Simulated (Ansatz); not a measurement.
Al₂Pt:
```xyz
3
Lattice="0.0000 2.9267 2.9267 2.9267 0.0000 2.9267 2.9267 2.9267 0.0000" Properties=species:S:1:pos:R:3 pbc="T T T"
Pt     0.0000     0.0000     0.0000
Al     1.4634     1.4634     1.4634
Al     4.3901     4.3901     4.3901
```

Relaxed with LDA. Special points in fractions of this cell's reciprocal vectors: Γ (0.000, 0.000, 0.000); X (0.500, 0.000, 0.500); U (0.625, 0.250, 0.625); K (0.375, 0.375, 0.750); L (0.500, 0.500, 0.500); W (0.500, 0.250, 0.750).

Task: List the band energies nearest the Fermi level at these points for plane-wave PAW LDA (Ansatz code).

Result: In eV from the Fermi level; about four levels below and three above (degenerate sets whole), none deeper than 8.9 eV; points with the same levels are listed once.

```json
[
 {"k": "Γ", "below": "-5.25 -5.25 -5.25 -3.86 -3.86", "above": "3.02 3.80 3.80 3.80"},
 {"k": "X", "below": "-3.56 -3.33 -1.67 -1.67", "above": "3.27 3.38 8.05"},
 {"k": "U", "below": "-3.79 -3.17 -2.08 -0.65", "above": "3.36 5.46 6.80"},
 {"k": "L", "below": "-4.92 -4.92 -3.86 -3.63 -3.63", "above": "0.99 0.99 3.74"},
 {"k": "W", "below": "-3.40 -2.88 -2.88 -0.93", "above": "5.28 5.28 6.17"}
]
```

Space group Fm-3m (fluorite or antifluorite type). The LDA relaxation kept the symmetry of its start; of distortions, only those at the zone centre were tested. No spin polarisation was allowed. Spin–orbit coupling is left out wherever it is not named.

Potentials: the later of the program's two PAW sets.
